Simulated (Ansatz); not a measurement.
Li₂H₆Pt in space group Fm-3m (No. 225; Li on 8c, H on 24e, Pt on 4a), DFT-r²SCAN in the program Ansatz with PAW potentials, all energies at zero smearing, with the estimated change up to a 700 eV cutoff added, with one set of potentials and settings (totals compare only within such a set). Cell of 9 atoms (2 Li, 6 H, 1 Pt): -13046.544 eV.

```tsv
element	reference phase	E (eV/atom)
Li	Fm-3m, 1 atoms in the cell	-205.1371
H	P2_12_12_1, 8 atoms in the cell	-15.9458
Pt	Fm-3m, 1 atoms in the cell	-12536.7848
```

Formation energy per atom, worked out: (-13046.544 − 2×(-205.1371) − 6×(-15.9458) − 1×(-12536.7848))/9 = -0.423 eV/atom (-41 kJ per mol of atoms), at 0 K, without zero-point energy or fitted corrections.

The workflow started from a Materials Project entry (that database holds measured and hypothetical structures alike); the Crystallography Open Database copy checked does not list it. Whether it is the stable phase at ambient conditions was not checked. The cell was relaxed with r²SCAN under the symmetry of its start; whether a distortion lowers the energy is not shown. The run is not spin-polarised. The references are the lowest solids computed at this level, not always the standard phases (solids in place of the gases). Scalar-relativistic: spin–orbit coupling is off unless named, which matters more the heavier the elements.

Potentials: the later of the program's two PAW sets.
